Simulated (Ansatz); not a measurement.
Problem. LaN (zinc blende, F-43m) is relaxed with r²SCAN in the plane-wave PAW code Ansatz. What lattice parameters of the conventional cell result?

Solution. a = 5.605 Å.

Problem. Is it a metal or does it have a gap at this level?

Solution. A gap of 1.51 eV, indirect.

The start of the workflow was typed in or built on a structure type; neither database checked (COD, Materials Project) lists it. COD files the formula under space group No. 225, so this cell is another polymorph or a model. Whether it is the stable phase at ambient conditions was not checked. The cell was relaxed with r²SCAN under the symmetry of its start; its stability against distortions is not shown here. Spin–orbit coupling is left out wherever it is not named.

Potentials: the later of the program's two PAW sets.
